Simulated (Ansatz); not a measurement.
Hg:
Space group Fd-3m, origin choice 1 (No. 227); a = 7.6592 Å, b = 7.6592 Å, c = 7.6592 Å, α = 90.00°, β = 90.00°, γ = 90.00°

| atom | site | symmetry | x | y | z |
|---|---|---|---|---|---|
| Hg | 8b | -43m | 0.5000 | 0.5000 | 0.5000 |
(The calculation used a cell of 2 atoms; values per cell refer to that cell.)

Relaxed with PBE (plane waves, PAW; program Ansatz). Indices refer to the conventional cell of Fd-3m, a = 7.659 Å, b = 7.659 Å, c = 7.659 Å, α = 90.00°, β = 90.00°, γ = 90.00°.

Question: Simulate the powder diffraction pattern (Co Kα, λ = 1.79026 Å; lines above 1 %) up to 2θ = 90°.

Answer: Simulated powder pattern, Co Kα, λ = 1.79026 Å (kinematic, ideal powder, no thermal factors, no anomalous dispersion; the 30 strongest lines at most, above 1 %, up to 2θ = 90°):

```
2θ (°)  d (Å)  I/Imax (%)          hkl
------  -----  ----------  -----------
23.36   4.422         100        (111)
38.61   2.708          87        (220)
45.61   2.309          55        (311)
55.74   1.915          16        (400)
61.25   1.757          24        (331)
69.86   1.563          33        (422)
74.78   1.474          19  (511)+(333)
82.77   1.354          11        (440)
87.48   1.295          20        (531)
```

The start of the workflow was typed in or built on a structure type; neither database checked (COD, Materials Project) lists it. It is not the usual solid phase (space group No. 166). The PBE relaxation kept the symmetry of its start; whether a distortion lowers the energy is not shown. The substance is a gas or liquid at ambient conditions. Scalar-relativistic: spin–orbit coupling is off unless named, which matters more the heavier the elements.

Potentials: the later of the program's two PAW sets.
